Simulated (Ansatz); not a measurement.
## Electron–phonon coupling and T_c of Nb — Ansatz, plane waves and PAW

Space group Im-3m (No. 229), 1 atom in the cell of the first input below: a = 2.868 Å, b = 2.868 Å, c = 2.868 Å, α = 109.47°, β = 109.47°, γ = 109.47°.

The cell was built from a prototype of a structure type listed for this element, relaxed without spin–orbit coupling to zero pressure (pressure 0.0 GPa with this functional, without spin–orbit coupling). Functional: PBE.

Input:

```yaml
crystal:
  lattice:
    - [-1.6557463174, 1.6557463174, 1.6557463174]
    - [1.6557463174, -1.6557463174, 1.6557463174]
    - [1.6557463174, 1.6557463174, -1.6557463174]
  atoms:
    - { symbol: Nb, position: [0.0, 0.0, 0.0] }
basis:
  ecutwfc: 420
  ecutrho_ratio: 4
kpoints:
  mp_grid: { grid: [15, 15, 15] }
hamiltonian:
  xc: pbe
scf:
  occupations: { method: methfessel_paxton, width: 0.2 }
output: {}
phonons:
  supercell: [3, 3, 3]
  qpath:
    path:
      - [[0.0, 0.0, 0.0], [0.5, -0.5, 0.5], [0.0, 0.0, 0.5], [0.0, 0.0, 0.0], [0.25, 0.25, 0.25], [0.5, -0.5, 0.5]]
      - [[0.25, 0.25, 0.25], [0.0, 0.0, 0.5]]
    npoints: 6
  electrical_resistivity: { mesh: [30, 30, 30], temperatures: [50, 100, 200, 300, 500] }
  superconductivity: { mesh: [30, 30, 30], eliashberg_equations: false }
```

```bash
ansatz run input.yaml --threads 8 --pin off --max-ram 15360MiB --backend cpu --events-out ev --progress --plain --runs-dir out
```

Time: 85 s on 8 threads of Intel(R) Xeon(R) Platinum 8488C (Sapphire Rapids) (shared host), peak memory 6.4 GiB.

On the finest mesh λ = 1.3524, ω_log = 12.598 meV, N(E_F) = 0.742 states per eV, spin and cell. λ by mesh: 30×30×30 1.352, 15×15×15 1.428.

Q: What T_c does McMillan's formula in the Allen–Dynes form give for μ* = 0.10?

A: T_c = (ω_log/1.2) exp[−1.04(1+λ)/(λ − μ*(1+0.62λ))] = (146.19 K/1.2) × exp(−2.4465/1.1686) = 15.02 K (the run, unrounded: 15.01 K). λ still moved by 6 % between the two finest meshes, so T_c isn't settled to the digits shown. By mesh, finest first, the same formula gives 15.01, 16.02 K.

```csv
μ*,McMillan (K),Allen–Dynes with strong-coupling factors (K)
0.08,16.00,17.92
0.10,15.01,16.64
0.12,14.03,15.41
0.13,13.53,14.82
0.14,13.04,14.23
0.16,12.07,13.08
0.20,10.16,10.88
```

Caveats: small supercell, couplings not converged in it; with so small a supercell and a typed μ*, T_c can miss a measured one by a factor of two or more; λ is not converged in the mesh, and T_c depends on it steeply.
